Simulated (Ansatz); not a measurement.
Fe₃Co in space group P4/mmm (No. 123; Fe on 1c, Fe on 2e, Co on 1a), plane-wave PAW PBEsol (Ansatz code), all energies at zero smearing, with the estimated change up to a 700 eV cutoff added, with one set of potentials and settings (totals compare only within such a set). Cell of 4 atoms (3 Fe, 1 Co): -18439.633 eV.

```tsv
element	reference phase	E (eV/atom)
Fe	Im-3m, 1 atoms in the cell, spin-polarised	-4448.8520
Co	P6_3/mmc, 2 atoms in the cell, spin-polarised	-5092.9959
```

Formation energy per atom, worked out: (-18439.633 − 3×(-4448.8520) − 1×(-5092.9959))/4 = -0.020 eV/atom (-2 kJ per mol of atoms), at 0 K, without zero-point energy or fitted corrections.

The workflow started from a Materials Project entry (that database holds measured and hypothetical structures alike); the Crystallography Open Database copy checked does not list it. Its standing as an ambient phase is unchecked. The PBEsol relaxation kept the symmetry of its start; whether a distortion lowers the energy is not shown. Magnetic state: ferromagnetic, chosen from 5 collinear starts compared on coarse meshes (ties went to the first, and starts can fall back to one state), not a proven ground state. The references are the lowest solids computed at this level, not always the standard phases.

Potentials: the later of the program's two PAW sets.
